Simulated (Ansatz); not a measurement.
SrO (rock salt)

```xyz
2
Lattice="0.0000 2.5975 2.5975 2.5975 0.0000 2.5975 2.5975 2.5975 0.0000" Properties=species:S:1:pos:R:3 pbc="T T T"
O      0.0000     0.0000     0.0000
Sr     2.5975     2.5975     2.5975
```

E(V) scan at fixed shape, V₀ the volume above. Symmetry pins the atoms to their sites.

Level of theory: PBE (plane waves to 420 eV, PAW, scalar-relativistic; Ansatz, a quantum-chemistry and plane-wave program). k mesh 11×11×11 (Γ-centred), Fermi-Dirac smearing 0.05 eV. Energies are smeared free energies. SrO was relaxed with its symmetry unable to fall. The zero of ΔE is the relaxed starting cell.

```
V (Å³/atom)  ΔE (meV/atom)
-----------  -------------
15.773                56.1
16.123                34.5
16.474                18.6
16.824                 8.0
17.175                 1.9
17.525                 0.0
17.876                 1.8
18.226                 6.9
18.577                15.0
18.927                25.7
19.278                38.8
```

Q: What is the fitted pressure derivative B₀′?

A: 4.5.

Q: What bulk modulus B₀ follows from a third-order Birch-Murnaghan fit?

A: 84.5 GPa. Check by three points about V = 17.525 Å³/atom, step 0.351: d²E/dV² ≈ (1.9 − 2·0.0 + 1.8) meV / 0.351² = 0.0301 eV/Å⁶, and V·d²E/dV² × 160.2 = 84.6 GPa.

(A scan under strain: stresses follow from slopes of the energy per volume, elastic moduli from its curvatures.)
